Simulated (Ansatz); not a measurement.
# Structure search: one SiB₂ candidate

Theory: Ansatz 0.2.0, DFT PBE+D3(BJ), scalar-relativistic, plane waves, PAW. Cutoff 420 eV, Gaussian smearing, Γ-centred meshes. Cell and atoms relax first on a coarse mesh and then on a finer one. In between, the cell is made exact in the group found at 0.06 Å. In metals the finer mesh still leaves noise of several meV/atom or more. The steps can't lower the symmetry of their start. No spin polarisation.

The cell of SiB₂ is invented: sheets of the MB2-top type stacked in turn (P6mm, No. 183) (elements of the layers in order: SiB2 (MB2-top type), SiB2 (MB2-top type)). A sheet's type names the database crystal that the layer was cut from.

```yaml
crystal:
  lattice:
    - [3.10990, 0.00000, 0.00000]
    - [-1.55495, 2.69325, 0.00000]
    - [0.00000, 0.00000, 3.73862]
  atoms:
    - { symbol: Si, position: [0.00000, 0.00000, 0.15744] }
    - { symbol: B, position: [0.33333, 0.66667, 0.00000] }
    - { symbol: B, position: [0.66667, 0.33333, 0.00000] }
```

Formation energies are uncorrected and refer to the elements' standard structures at the same level.

Problem. Describe the relaxed structure.

Solution. The symmetry goes from P6mm (No. 183) to P6/mmm (No. 191). The end has the AlB2 type. The volume per atom shrinks by 16.8 %, from 10.4 to 8.7 Å³. The shortest distance goes from 1.80 Å (B–B) to 1.70 Å (B–B). The energy falls by about 1.1 eV/atom (the start's value is from the coarse mesh). The end is written in a standard setting, so origin, axes and order of atoms can differ from the start's. Conventional cell: a = 2.950 Å, c = 3.457 Å. Si is surrounded by 12 B at 2.43 Å; B has 3 B at 1.70 Å and 6 Si at 2.43 Å.

```cif
data_structure
_symmetry_space_group_name_H-M 'P 1'
_symmetry_Int_Tables_number 1
_cell_length_a 2.9501
_cell_length_b 2.9501
_cell_length_c 3.4575
_cell_angle_alpha 90.000
_cell_angle_beta 90.000
_cell_angle_gamma 120.000
_cell_volume 26.06
loop_
_atom_site_label
_atom_site_type_symbol
_atom_site_fract_x
_atom_site_fract_y
_atom_site_fract_z
_atom_site_occupancy
Si1 Si 0.00000 0.00000 0.00000 1
B1 B 0.33333 0.66667 0.50000 1
B2 B 0.66667 0.33333 0.50000 1
```

Problem. Give its energy and gap.

Solution. The formation energy is +0.46 eV/atom and the gap on the 18×18×14 mesh of the 3-atom cell is 0 eV (a metal).

The separate elements lie lower, so it is unstable against them.

The last run used Gaussian smearing of 0.10 eV. A structure relaxed within its symmetry needn't be a true minimum. In all, the 3 runs took 22 s on 1 thread of Intel(R) Xeon(R) 6975P-C (Granite Rapids) (shared host).
